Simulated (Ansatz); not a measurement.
Level: PBE, no spin polarisation; 420 eV; 6×6×6 Γ-centred mesh; fermi-dirac occupations (width 0.0447 eV); Ansatz 0.2.0, fixed geometry.

Computed maps in the lattice plane spanned by a (left to right, 7.09 Å, 21 points from zero) and b (bottom to top, 7.09 Å, 21 points from zero), 106° apart, at height 0.000 along c. The fields are smooth PAW ones with compensation charges, not the true ones near nuclei.

Valence density. Digits on a logarithmic scale: 0 up to 0.03 e/Å³, each further digit a factor of 1.6, 9 from 1.3 e/Å³ up:
```
999766654200012335799
997888875210122335799
778888875311244445577
568846875323566665555
468867874235789876433
468888753346899986433
357777532357999996422
245554323468999986421
122332334567999875210
001123456677787653100
000135678777665432110
101257899976543323322
212468999986432345554
322469999975323577775
433468999864335788886
433467898753247876886
555556666532357864886
777554444211357888887
999753322101257888879
999753321000245666799
999754432100123445799
```

ELF. Ten even steps from '0' (0.00) to '9' (0.90):
```
453368887200000112354
533899998400001112345
238822898301466432233
269200697105887653222
489200894038876665311
489868961168743466411
489999610276516367610
278874101365421478600
024310123455545788400
000003676565556885100
000158865556567630000
000488754555432101342
200687412456310147887
401676361567201699998
411466434786116986898
411356667883049800298
222235678850179600296
233223466410389822883
554321110000489999833
445321100000278886335
245224442000024442254
```

Task: The cell is PdS2I2Br4. Which atoms lie within 0.2 Å of this plane, and where (fractions of a and b)?

Result: Br at (0.20, 0.80), Br at (0.80, 0.20), I at (0.35, 0.35), I at (0.65, 0.65), Pd at (0.00, 0.00). The whole cell:
```
Br S I Pd
1.0
    -3.99565    3.99565    4.28689
     3.99565   -3.99565    4.28689
     3.99565    3.99565   -4.28689
Br S I Pd
4 2 2 1
Direct
  0.20430 0.20430 0.40860
  0.20430 0.79570 0.00000
  0.79570 0.79570 0.59140
  0.79570 0.20430 0.00000
  0.25000 0.75000 0.50000
  0.75000 0.25000 0.50000
  0.34730 0.34730 0.00000
  0.65270 0.65270 0.00000
  0.00000 0.00000 0.00000
```

Origin: a known structure type with other elements, at an estimated volume, so it need not be a known compound. Caveats: many states at the Fermi level without spin polarisation, so a magnetic state may lie lower; atoms or cell far from equilibrium.
